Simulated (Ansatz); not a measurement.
**WC: energy along a strain**

WC, P-6m2, a = 2.901 Å, c = 2.829 Å (as given, not relaxed at this level: 4.3 GPa). Ansatz: r2SCAN, PAW, 500 eV, Γ-centred 18×18×16 mesh on 2 atoms, Gaussian smearing 0.15 eV; no spin polarisation. Cell vectors (Å): 2.901 0.000 0.000; -1.450 2.512 0.000; 0.000 0.000 2.829. The cell is strained by x per cent times the pattern (1 -1 0 0 0 0) in the order xx yy zz yz xz xy (engineering shears), with fractional coordinates held. y is the free energy over the start, V0 = 10.306 Å³/atom.

| x (%) | y (meV/atom) |
| --- | --- |
| -2.00 | 14.09 |
| -1.50 | 7.89 |
| -1.00 | 3.50 |
| -0.50 | 0.88 |
| 0.00 | 0.00 |
| 0.50 | 0.87 |
| 1.00 | ? |
| 1.50 | 7.66 |
| 1.75 | 10.37 |
| 2.00 | 13.47 |

Problem. Fit y = c1 x + c2 x² + c3 x³ to the other rows, get the stiffness along the pattern, and predict the missing energy.

Solution. Least squares on the rows shown. y = 0.005972 x + 3.449 x² − 0.03950 x³. The clamped-ion stiffness p·C·p = 2 × 34.49 eV × 160.2 / 10.306 Å³ = 1072 GPa (second derivative at the start, which stands under stress). At x = 1.00 the fit asked for gives 3.42 meV/atom. The run gave 3.44 meV/atom, so the fit is 0.02 meV/atom too low, within twice the rms miss on the fitted rows (0.02 meV/atom).

Spin–orbit coupling is left out, which can shift energies with elements as heavy as these.